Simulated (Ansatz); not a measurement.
Sb, DFT, PBEsol, all-electron LAPW, scalar-relativistic (Ansatz 0.2.0), run on 1 thread of Arm Neoverse V2 on a shared host.

Structure: COD 9009654, as refined from experiment and not relaxed. The listed cell was then made from it by scaling, straining or moving an atom.

Command: `ansatz run input.yaml --threads 1 --pin off --max-ram 3072MiB --backend cpu --events-out ev --progress --plain --runs-dir out`

```yaml
crystal:
  lattice:
    - [2.1577452361, 1.2457747929, 3.7564386296]
    - [-2.1577452361, 1.2457747929, 3.7564386296]
    - [0.0, -2.4915495857, 3.7564386296]
  atoms:
    - { symbol: Sb, position: [0.23364, 0.23364, 0.23364] }
    - { symbol: Sb, position: [0.76636, 0.76636, 0.76636] }
kpoints:
  mp_grid: { grid: [9, 9, 9] }
  band_path:
    path:
      - [0.0, 0.0, 0.0]
      - [0.5, 0.5, 0.5]
      - [0.7600111779, 0.2399888221, 0.5]
      - [0.5, -0.2399888221, 0.2399888221]
      - [0.5, 0.0, 0.0]
      - [0.0, 0.0, 0.0]
      - [0.369994411, -0.369994411, 0.0]
      - [0.630005589, 0.0, 0.369994411]
      - [0.5, 0.0, 0.5]
    npoints: 5
scf:
  occupations: { method: fermi_dirac, width: 0.05 }
hamiltonian:
  xc: pbesol
  pseudopotentials: { kind: all_electron, lapw: { basis_error: 0.0005 } }
output:
  forces: true
  stress: true
  eigenvalues: true
```

Task: How large is the problem that the program sets up?

Result: 85 irreducible k-points, 543 plane waves at Γ, 28 bands.

Task: Estimate the wall time and the peak memory.

Result: 29 s of wall time for 9 SCF iterations, with a peak of 0.45 GiB. Times on shared machines scatter by tens of per cent.
